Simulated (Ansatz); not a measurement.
Trial structure of InWS4, not yet relaxed:

Space group P4/mmm (No. 123). a = 4.181 Å, b = 4.181 Å, c = 8.116 Å, α = 90.00°, β = 90.00°, γ = 90.00°
```json
{"atom": "In", "site": "1c", "symmetry": "4/mmm", "x": "0.5000", "y": "0.5000", "z": "0.0000"}
{"atom": "W", "site": "1d", "symmetry": "4/mmm", "x": "0.5000", "y": "0.5000", "z": "0.5000"}
{"atom": "S", "site": "1b", "symmetry": "4/mmm", "x": "0.0000", "y": "0.0000", "z": "0.5000"}
{"atom": "S", "site": "2f", "symmetry": "mmm.", "x": "0.0000", "y": "0.5000", "z": "0.0000"}
{"atom": "S", "site": "1a", "symmetry": "4/mmm", "x": "0.0000", "y": "0.0000", "z": "0.0000"}
```

Computed with Ansatz, DFT PBE, scalar-relativistic, plane waves, PAW. Settings: cutoff 420 eV, Γ-centred mesh 4×4×2 on the computed 6-atom cell, Gaussian smearing of 0.10 eV; collinear spin from starting moments 0.0 0.0 0.0 0.0 0.0 0.0 μB.

Formation energies are uncorrected and refer to the elements' standard structures at the same level.

**Question.** Estimate its pressure, forces and energy as it stands.

**Answer.** The pressure is 30.8 GPa (the mean over three directions, positive in compression), the largest force is 0.00 eV/Å (symmetry fixes the atoms), and the energy is +2.21 eV/atom against the elements. The shortest distance is 2.09 Å.

**Question.** How much does it gain on relaxing, and where does it end?

**Answer.** Relaxing gains about 0.90 eV/atom (the start's value is from the coarse mesh, so the gain is rough) in 23 ionic steps and ends at +1.30 eV/atom on the finer mesh. The symmetry stays P4/mmm (No. 123). The volume per atom shrinks by 2.9 %, from 23.6 to 23.0 Å³. The shortest distance goes from 2.09 Å (In–S and S–S) to 2.48 Å (In–S and S–S). The ratio c/a of the conventional cell changes by a factor of 0.58. Conventional cell: a = 4.954 Å, c = 5.615 Å. In has 4 S at 2.48 Å and 2 W at 2.81 Å; W is surrounded by 2 In at 2.81 Å; S on a site of symmetry 4/mmm is surrounded by 2 S at 2.81 Å; 2 more sites not described.

The last run used collinear spin, an 8×8×8 mesh for its 6-atom cell and Gaussian smearing of 0.10 eV. Spin–orbit coupling, which can matter for W, is left out. The reference form of S is held partly by dispersion forces, which this level lacks. Another magnetic order may lie lower. The relaxation can't lower the symmetry of the start. Symmetry constrained the relaxation, so the result can be a saddle point. Another cell of InWS4 relaxed alike, in P4/mmm, lies 1.36 eV/atom lower, so this cell isn't the stable form at this level.
